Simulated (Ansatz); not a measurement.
# Ansatz 0.2.0, relaxation: Sr3Y4P4

Run with:

```bash
ansatz run input.yaml --threads 2 --pin off --max-ram 2560MiB --backend cpu --events-out ev --progress --plain --runs-dir out
```

The input file (Ansatz 0.2.0, plane waves):

```yaml
crystal:
  lattice:
    - [0.0, 4.944925, 0.0]
    - [0.0, 0.0, 7.599782]
    - [8.02537, 2.472462, -3.799891]
  atoms:
    - { symbol: Sr, position: [0.5, 0.0, 0.0] }
    - { symbol: P, position: [0.0, 0.312, 0.0] }
    - { symbol: P, position: [0.0, 0.688, 0.0] }
    - { symbol: P, position: [0.288, 0.212, 0.424] }
    - { symbol: P, position: [0.712, 0.788, 0.576] }
    - { symbol: Sr, position: [0.369, 0.631, 0.262] }
    - { symbol: Sr, position: [0.631, 0.369, 0.738] }
    - { symbol: "Y", position: [0.82, 0.37, 0.36] }
    - { symbol: "Y", position: [0.18, 0.01, 0.64] }
    - { symbol: "Y", position: [0.82, 0.99, 0.36] }
    - { symbol: "Y", position: [0.18, 0.63, 0.64] }
  symmetry: { tolerance: 0.0003 }
kpoints:
  mp_grid: { grid: [4, 4, 4], shift: [0, 0, 0] }
magnetization:
  spin_polarized: false
scf:
  occupations: { method: fermi_dirac, width: 0.0739 }
  lower_state_search: "off"
hamiltonian:
  pseudopotentials: { kind: paw }
  xc: r2scan
basis:
  ecutwfc: 500
  fft_grid_basis: typed
relax:
  max_steps: 60
  cell: { p_target: 0.0 }
output:
  forces: true
  stress: true
  eigenvalues: true
  bader: false
  populations: true
  elf: true
  write_potential: true
  volumetric_format: npy
  dos:
    e_range: [-12, 8]
    de: 0.05
    projected: { site_lists: { P: [P], Sr: [Sr], "Y": ["Y"] } }
  write_density: true
checkpoint:
  read: saved_state
```

Origin of the cell: a known structure type with other elements, at an estimated volume, so it need not be a known compound.

The saved state is a converged single point of the same cell.

Steps («new basis» is an SCF on plane waves selected anew at the same cell):

```
step  ΔF (meV/atom)  max force component (eV/Å)  P (GPa)  volume (Å³)  SCF iterations   step was
   1            0.0                       2.128    -1.80       301.60               7   accepted
   2         -160.1                       1.257    -1.48       294.63               9   accepted
   3         -302.3                       0.450     0.45       286.78               8   accepted
   4         -367.3                       0.392     1.23       285.08               7   accepted
   5         -403.5                       0.302     1.52       284.69               8   accepted
   6         -411.3                       0.105    -0.07       291.76               8   accepted
   7         -410.6                       0.114     0.19       291.21               7   rejected
   8         -412.3                       0.023    -0.08       292.01              10   accepted
   9         -412.4                       0.005     0.01       291.64               6   accepted
  10         -412.6                       0.006     0.02       291.64               7  new basis
```

The starting structure.

Space group Immm (No. 71); the run's cell has a = 4.945 Å, b = 7.600 Å, c = 9.217 Å, α = 114.35°, β = 74.44°, γ = 90.00°. Shortest distances: P–P 2.86 Å, Y–Y 2.89 Å, P–Y 2.91 Å, Sr–Y 3.36 Å, P–Sr 3.40 Å.

After:

Space group Immm (No. 71); the run's cell has a = 4.200 Å, b = 8.934 Å, c = 9.207 Å, α = 119.02°, β = 76.82°, γ = 90.00°. Shortest distances: P–Y 2.77 Å, Sr–Sr 3.22 Å, P–Sr 3.23 Å, Y–Y 3.35 Å.

```
CELL_PARAMETERS angstrom
0.00000 4.20022 0.00000
0.00000 0.00000 8.93353
7.77241 2.10011 -4.46677
ATOMIC_POSITIONS crystal
Sr 0.50000 0.00000 0.00000
P 0.00000 0.27463 0.00000
P 0.00000 0.72537 0.00000
P 0.26962 0.23038 0.46076
P 0.73038 0.76962 0.53924
Sr 0.39654 0.60346 0.20691
Sr 0.60346 0.39654 0.79309
Y 0.82789 0.36682 0.34421
Y 0.17211 0.02261 0.65579
Y 0.82789 0.97739 0.34421
Y 0.17211 0.63318 0.65579
```

```
Free energy lowered by  : 412.6 meV/atom
Volume change           : -3.30 %
Final pressure          : 0.02 GPa
Relaxation steps listed : 10
Gap on the mesh         : none (metal)
```

Caveats: the k mesh is coarse if the cell is a metal; the relaxation held the start's symmetry, so the end may be a saddle point.

The run took 4.8 min on 2 threads of Arm Neoverse V2, on a shared host, peak memory 1.6 GiB, from a saved density.
